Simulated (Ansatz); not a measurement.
Sr₃AsN:
```xyz
5
Lattice="5.0414 0.0000 0.0000 0.0000 5.0414 0.0000 0.0000 0.0000 5.0414" Properties=species:S:1:pos:R:3 pbc="T T T"
Sr     0.0000     2.5207     2.5207
Sr     2.5207     0.0000     2.5207
Sr     2.5207     2.5207     0.0000
As     0.0000     0.0000     0.0000
N      2.5207     2.5207     2.5207
```

Relaxed with PBEsol. Special points in fractions of this cell's reciprocal vectors: Γ (0.000, 0.000, 0.000); X (0.000, 0.500, 0.000); M (0.500, 0.500, 0.000); R (0.500, 0.500, 0.500).

Problem. List the band energies nearest the valence-band maximum at these points for PBEsol with spin–orbit coupling in the plane-wave PAW code Ansatz.

Solution. In eV from the valence-band maximum; about four levels below and three above (degenerate sets whole), none deeper than 8.9 eV; points with the same levels are listed once.

```tsv
k	below	above
Γ	0.00 0.00 0.00 0.00	0.36 0.36 0.36 0.36
X	-0.59 -0.59 -0.53 -0.53	1.70 1.70 1.84 1.84
M	-1.57 -1.57 -0.87 -0.87	2.54 2.54 3.10 3.10 3.10 3.10
R	-1.45 -1.45 -1.45 -1.45	2.08 2.08 2.10 2.10 2.10 2.10
```

Space group Pm-3m (anti-perovskite). The workflow started from a Materials Project entry (that database holds measured and hypothetical structures alike); the Crystallography Open Database copy checked does not list it. Whether it is the stable phase at ambient conditions was not checked. The cell was relaxed with PBEsol under the symmetry of its start; whether a distortion lowers the energy is not shown.

Potentials: the later of the program's two PAW sets.
